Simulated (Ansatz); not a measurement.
## One run on MnSb (P63/mmc): Mn2 tilted by 45° from z and held

Method: Ansatz, DFT, PBEsol, all-electron LAPW, scalar-relativistic.

Command: `ansatz run input.yaml --threads 2 --pin off --max-ram 6144MiB --backend cpu --events-out ev --progress --plain --runs-dir out`

```yaml
crystal:
  lattice:
    - [4.15, 0.0, 0.0]
    - [-2.075, 3.5940054257, 0.0]
    - [0.0, 0.0, 5.78]
  atoms:
    - { symbol: Mn, position: [0.0, 0.0, 0.0], spin: 3.4, spin_axis: [0.0, 0.0, 1.0] }
    - { symbol: Mn, position: [0.0, 0.0, 0.5], spin: 3.4, spin_axis: [0.70710678, 0.0, 0.70710678] }
    - { symbol: Sb, position: [0.3333333333, 0.6666666667, 0.25] }
    - { symbol: Sb, position: [0.6666666667, 0.3333333333, 0.75] }
magnetization:
  noncollinear: true
  spin_locking: { lock_directions: true }
kpoints:
  mp_grid: { grid: [9, 9, 6] }
scf:
  occupations: { method: fermi_dirac, width: 0.1 }
  max_iter: 150
  lower_state_search: "off"
hamiltonian:
  xc: pbesol
  pseudopotentials: { kind: all_electron, lapw: { basis_error: 0.001 } }
output:
  eigenvalues: false
```

The program prints:

```
settings of this run that can trade accuracy for cost: output.eigenvalues: false. Do not mix this run's numbers with those of runs without the same settings; the input reference describes each key
LAPW: plane waves up to 7.958 Å⁻¹, error target 1.0e-3 eV per atom; small_component_spin mean_spin; Mn in spheres of 1.370 Å, 15 of its electrons in bands, Dirac shells []; Sb in spheres of 1.428 Å, 23 of its electrons in bands, Dirac shells [] (how accurate: hamiltonian.pseudopotentials.lapw.basis_error, Limitations)
Engine: ansatz 0.2.0
Pseudopotentials: kind: all_electron
Pseudopotential: Mn, LAPW, valence charge 15, lapw/all_electron/scalar/gaussian/Mn, Koelling and Harmon's equation, gaussian nucleus
Pseudopotential: Sb, LAPW, valence charge 23, lapw/all_electron/scalar/gaussian/Sb, Koelling and Harmon's equation, gaussian nucleus
Functional definition: PBEsol
  exchange = pbesol_x
  correlation = pbesol_c
Crystal: 4 atoms, lattice volume = 86.209 Å³
Basis set: ecut = 241.28453800363042 eV, 723 PW (Γ), exchange–correlation at level 2
Bands: 92, of which v1, the nominal top of the filled ones, is band 76 counted from 1 (75 counted from 0)
Symmetry: 24 space group operations + 24 with time reversal
Moments: of one size on atoms that these operations exchange, one fixing the others by the rotation that the starting moments gave each, and all in one plane where the starting moments lie in one or along one axis (crystal.symmetry.detect: false holds none)
k-points: 48 of 486
Non-local potential: Mn, projectors of the file, none
Non-local potential: Sb, projectors of the file, none
Initial density: superposition of atomic densities (chi_scale 0.1, normalization cell)
Starting moments: Σ|m| = 6.8 μB on 2 of 4 sites
Initial wavefunctions: plane waves of lowest kinetic energy (no species holds an atomic orbital)
Functional: x = pbesol(κ = 0.804, μ = 0.12345679012345678), c = pbesol(β = 0.046)
iter 1 solved again at ethr=3.71e-3 eV; its pass at ethr=1.00e-1 eV (dr2=2.82e0 eV) is discarded
SCF iter   1: F=-415574.040212 eV  HF=-415580.245275 eV  |F-HF|=6.21e0  |Δ(HF+E_count)|=         —  Δρ=3.61e-2  dr2=2.82e0  dr2_m=2.82e-2  ethr=3.71e-3  |M|=5.52e0 ∫|m|=6.66e0 μB  β_m=0.30  ⟨swp⟩=2.0  Hψ=29618  notcnv=0
preconditioner: auto → Kerker (q_TF=auto, 2.672 Å⁻¹)  [metal: Δε(μ)=0.008 eV  Ē_g=5.894 eV  σ=0.100 eV  W_gap=0.02  n_scr=22 (ndim 8)  ℏωp=19.6 eV  f_vac=0.000  D(μ)=3.46/eV (n_scr^D=22)]
spin=Noncollinear: Kerker preconditioning applied to the charge; magnetization (m_x, m_y, m_z) channels mix plain (no charge-response kernel on spin).
iter 2 solved again at ethr=3.39e-4 eV; its pass at ethr=3.71e-3 eV (dr2=2.58e-1 eV) is discarded
SCF iter   2: F=-415577.355431 eV  HF=-415579.867023 eV  |F-HF|=2.51e0  |Δ(HF+E_count)|=   3.78e-1  Δρ=1.78e-2  dr2=2.58e-1  dr2_m=1.89e-2  ethr=3.39e-4  |M|=6.03e0 ∫|m|=7.18e0 μB  β_m=0.24  ⟨swp⟩=2.0  Hψ=22627  notcnv=0
[...]
the basis was enlarged: its passes take 4.5 MiB over the memory plan, 2 of 2 planned eigensolver slots
[...]
SCF iter   7: F=-415579.437372 eV  HF=-415579.437501 eV  |F-HF|=1.29e-4  |Δ(HF+E_count)|=   2.92e-3  Δρ=9.77e-4  dr2=1.45e-3  dr2_m=1.92e-4  ethr=1.19e-5  |M|=6.15e0 ∫|m|=7.50e0 μB  β_m=0.79  ⟨swp⟩=2.1  Hψ=12845  notcnv=0
SCF iter   8: F=-415579.437883 eV  HF=-415579.437997 eV  |F-HF|=1.14e-4  |Δ(HF+E_count)|=   4.96e-4  Δρ=3.89e-4  dr2=2.37e-4  dr2_m=2.61e-5  ethr=1.91e-6  |M|=6.16e0 ∫|m|=7.51e0 μB  β_m=0.81  ⟨swp⟩=2.0  Hψ=12843  notcnv=0
SCF iter   9: F=-415579.438046 eV  HF=-415579.438091 eV  |F-HF|=4.48e-5  |Δ(HF+E_count)|=   9.46e-5  Δρ=1.72e-4  dr2=5.56e-5  dr2_m=5.17e-6  ethr=3.12e-7  |M|=6.16e0 ∫|m|=7.52e0 μB  β_m=0.84  ⟨swp⟩=2.7  Hψ=12935  notcnv=0
SCF iter  10: F=-415579.438076 eV  HF=-415579.438099 eV  |F-HF|=2.31e-5  |Δ(HF+E_count)|=   7.62e-6  Δρ=1.01e-4  dr2=2.36e-5  dr2_m=2.60e-7  ethr=7.31e-8  |M|=6.17e0 ∫|m|=7.52e0 μB  β_m=0.92  ⟨swp⟩=2.5  Hψ=12918  notcnv=0
SCF iter  11: F=-415579.438100 eV  HF=-415579.438100 eV  |F-HF|=2.07e-8  |Δ(HF+E_count)|=   8.12e-7  Δρ=1.82e-5  dr2=3.66e-7  dr2_m=1.15e-8  ethr=3.10e-8  |M|=6.17e0 ∫|m|=7.52e0 μB  β_m=0.96  ⟨swp⟩=2.0  Hψ=12839  notcnv=0
SCF iter  12: F=-415579.438101 eV  HF=-415579.438101 eV  |F-HF|=5.65e-9  |Δ(HF+E_count)|=   9.94e-7  Δρ=5.25e-6  dr2=2.22e-8  dr2_m=2.44e-10  ethr=4.81e-10  |M|=6.16e0 ∫|m|=7.52e0 μB  ⟨swp⟩=2.7  Hψ=12948  notcnv=0
SCF 1 converged in 12 iterations: F = -415579.438101 eV  dr2 = 2.22e-8
SCF converged after 12 iterations
Stability not checked: this state was not tested for a lower state beside it, because a magnetisation constraint still acts at the end of the SCF (magnetization_constraint; see scf.lower_state_search)
Magnetization: |M| = 6.1649 μB,  M = (+2.3592, +0.0000, +5.6956) μB
Absolute magnetization: 7.5205 μB (∫|m|)
  site 0: m = (+0.0080, -0.0000, +3.4060) μB, |m| = 3.4060 μB  (R = 1.15 Å)
  site 1: m = (+2.4028, +0.0000, +2.4141) μB, |m| = 3.4060 μB  (R = 1.15 Å)
  site 2: m = (-0.0434, +0.0000, -0.1048) μB, |m| = 0.1134 μB  (R = 1.15 Å)
  site 3: m = (-0.0434, -0.0000, -0.1048) μB, |m| = 0.1134 μB  (R = 1.15 Å)
--- Magnetisation constraints (ε_frz = 1.0e-4 eV) ---
  site  kind           target                            achieved (μB)             |Δ|max (μB)  g (eV/μB)                     λ_eff  esc  ok   flags
  0     per_site_axis  ê (+0.000, +0.000, +1.000) ≥0.00  (+0.008, +0.000, +3.406)  8.01e-3      (+1.6e-2, +1.8e-45, +0.0e0)   1.000  0    yes
  1     per_site_axis  ê (+0.707, +0.000, +0.707) ≥0.00  (+2.403, -0.000, +2.414)  5.66e-3      (-1.1e-2, -1.8e-45, +1.1e-2)  1.000  0    yes
Free energy (F): -415579.438101 eV
Harris-Foulkes:  -415579.438101 eV  (|F-HF|=5.65e-9)
Internal energy: -415579.356157 eV  (E = F + TS)
E sigma→0 (E₀):  -415579.397129 eV
Entropy (-TS):   -0.081943 eV (-20.486 meV/atom)
Fermi energy:    13.857700 eV
--- Per-component energies (eV) ---
  E_band       = -2241.800867
  E_kinetic    = 435328.710055
  E_xc         = -11919.917580
  E_constr_dc  = 0.000257  (∫m·b dr)
  E_electrostatic = -838988.148632  (all electrons and nuclei)
  E_smearing   = -0.081943  (= −TS)
  E_closure    = -0.000000  (closes the sum)
  E_penalty    = 0.000128  (constraint; not in F)
  E_atoms      = -415550.450909  (free atoms, spherical and without spin; not in F)
  Σ components = -415579.438101   (vs F -415579.438101, Δ=0.00e0)
  Basis errors (estimates in eV, not in F): energy 3.6e-4 per atom: plane waves 3.1e-4 (1.7e-4 summed), levels above the bands 8.3e-22, relativity 1.1e-8, radial functions 5.0e-5, core shells 7.7e-9; eigenvalues (radial functions only) 1.4e-6; not estimated: angular momenta, meshes, grids; target (lapw.basis_error) 1.0e-3; muffin-tin radii Mn 1.370 Å, Sb 1.428 Å
settings of this run that can trade accuracy for cost: output.eigenvalues: false. Do not mix this run's numbers with those of runs without the same settings; the input reference describes each key
```

Site moments (μB): Mn1 (0.01, 0.00, 3.41); Mn2 (2.40, 0.00, 2.41); Sb3 (-0.04, 0.00, -0.10); Sb4 (-0.04, 0.00, -0.10). Cell moment 6.16 μB.

The Ansatz runs typed with the search for lower states off end where their start leads. Spin–orbit coupling is left out although heavy atoms are present. None of this fixes the real material's magnetic order: only patterns that fit the cell were computed, at zero temperature, with a functional that can overstate moments.

It took 2.9 min on 2 threads of Intel(R) Xeon(R) Platinum 8488C (Sapphire Rapids) (shared host), peak memory 1.4 GiB.
